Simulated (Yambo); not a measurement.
```xyz
6
Lattice="2.3900 -3.5320 0.0000 2.3900 3.5320 0.0000 0.0000 0.0000 7.5894" Properties=species:S:1:pos:R:3 pbc="T T T"
S      2.3900     1.5308     3.3104
S      2.3900    -1.5308     7.1051
Ag     2.3900     0.0462     5.2460
Ag     2.3900    -0.0462     1.4512
Ag     2.3900     2.7832     7.0988
Ag     2.3900    -2.7832     3.3041
```

Ag2S (space group Cmc2_1, No. 36): mean Im ε in 1 eV windows above the direct gap of 2.08 eV, for different electron-hole kernels (Yambo, broadening 0.15 eV, PBEsol (pw.x of Quantum ESPRESSO, ONCV potentials, without SOC) bands; 4×4×2 mesh, 26 valence and 10 conduction bands, static screening with 91 bands and a 3 Ry block, scissor 0.86 eV, Tamm-Dancoff; field along x).

```tsv
window (eV)	independent quasiparticles	RPA (no attraction)	BSE
2.1 to 3.1	11	9.7	14
3.1 to 4.1	12	11	11
4.1 to 5.1	9.7	9.5	8.4
5.1 to 6.1	6.6	6.1	5.5
6.1 to 7.1	6.0	5.2	5.8
7.1 to 8.1	5.0	4.9	3.9
```

This run doesn't resolve bound excitons or single peaks, so only averages are given, and they too depend on the mesh; weight that the attraction moves below the gap isn't listed. All transitions below 9.28 eV are in the band window. The scissor comes from a G0W0 run whose convergence isn't established.

Spin-orbit splittings are left out.

Geometry of the Materials Project entry, not relaxed at this level.

The structure is a Materials Project entry; no match was found in the copy of COD used, and its stability was not checked.
